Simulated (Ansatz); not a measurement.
This run works on a generated trial structure, not on a known crystal.

Input and command of a plane-wave DFT calculation in Ansatz:

```yaml
crystal:
  lattice:
    - [4.3121000507, 0.0, 0.0]
    - [0.0, 4.3121000507, 0.0]
    - [0.0, 0.0, 3.249331416]
  atoms:
    - { symbol: In, position: [0.0, 0.5, 0.0] }
    - { symbol: In, position: [0.5, 0.0, 0.0] }
    - { symbol: O, position: [0.5, 0.5, 0.5] }
basis:
  ecutwfc: 420
kpoints:
  mp_grid: { grid: [12, 12, 14] }
hamiltonian:
  xc: pbe
scf:
  occupations: { method: gaussian, width: 0.1 }
output:
  forces: true
  stress: true
  eigenvalues: true
relax:
  adjacent_minimum: "off"
  f_tol: 0.01
  max_steps: 80
  cell: { stress_tol: 0.05 }
```

```bash
ansatz run input.yaml --threads 1 --pin off --max-ram 2048MiB --backend cpu --events-out ev --progress --plain --runs-dir out
```

Processor: Arm Neoverse V2, 1 thread, on a host shared with other jobs.

How long does it run, and how much memory does it take?

About 76 s, peak memory 0.5 GiB. It solves 20 bands at 224 k points (after reduction by symmetry) with about 1147 plane waves (on the last cell), in 39 SCF iterations over 6 ionic steps.
